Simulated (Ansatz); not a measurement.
Start of a relaxation of Si₅Mo:

```
Si Mo
1.0
     3.21195   -3.35929    0.00000
     3.21195    3.35929    0.00000
     0.00000    0.00000    5.01571
Si Mo
5 1
Cartesian
  2.2633 0.0000 0.0000
  4.1606 0.0000 0.0000
  3.2119 -2.0317 0.0000
  3.2119 2.0317 0.0000
  0.0000 0.0000 0.0000
  3.2119 0.0000 2.5079
```

Computed with DFT PBE, scalar-relativistic, plane waves, PAW (Ansatz). Cutoff 420 eV, Gaussian smearing, Γ-centred meshes. Cell and atoms relax first on a coarse mesh and then on a finer one. In between, the cell is made exact in the group found at 0.06 Å. In metals the finer mesh still leaves noise of several meV/atom or more. The steps can't lower the symmetry of their start. No spin polarisation.

A guess keeps its type if space group and coordination stay and the shape of the cell changes little (axis ratios within about 15 %, angles within 6°); the volume may change.

Problem. Will the relaxed cell still be of the starting type?

Solution. It doesn't keep its type. The symmetry goes from Cmmm (No. 65) to P4/mmm (No. 123). The volume per atom grows by 5.2 %, from 18.0 to 19.0 Å³. The shortest distance goes from 1.33 Å (Si–Si) to 2.38 Å (Si–Si). Counting neighbours within 15 % of an atom's shortest distance, the start has Mo 4, Si 1/2 and the end Mo 8, Si 3/4. In detail, at the end around Si on a site of symmetry m2m lie 1 Si at 2.38 Å and 2 Mo at 2.49 Å; Si on a site of symmetry 4/mmm has 4 Si at 2.38 Å and 2 Si at 2.98 Å; Mo is surrounded by 8 Si at 2.49 Å and 2 Mo at 2.98 Å.

```cif
data_structure
_symmetry_space_group_name_H-M 'P4/mmm'
_symmetry_Int_Tables_number 123
_cell_length_a 6.1857
_cell_length_b 6.1857
_cell_length_c 2.9768
_cell_angle_alpha 90.000
_cell_angle_beta 90.000
_cell_angle_gamma 90.000
_cell_volume 113.90
loop_
_atom_site_label
_atom_site_type_symbol
_atom_site_symmetry_multiplicity
_atom_site_Wyckoff_symbol
_atom_site_fract_x
_atom_site_fract_y
_atom_site_fract_z
_atom_site_occupancy
Si1 Si 4 j 0.27234 0.27234 0.00000 1
Si2 Si 1 a 0.00000 0.00000 0.00000 1
Mo1 Mo 1 d 0.50000 0.50000 0.50000 1
```

Formation energies are uncorrected and refer to the elements' standard structures at the same level.

Problem. At what energy does it end?

Solution. +0.43 eV/atom. It can't be a ground state, since the elements alone are lower.

The last run used a 6×6×12 mesh (in the run's order of axes) for its 6-atom cell and Gaussian smearing of 0.10 eV. The cell is a metal run without spin; a magnetic state may lie lower. A structure relaxed within its symmetry needn't be a true minimum. Another cell of Si5Mo relaxed alike, in P-6m2, lies 97 meV/atom lower, so this cell isn't the stable form at this level.

In counts of neighbours, a slash parts the counts of unlike sites.
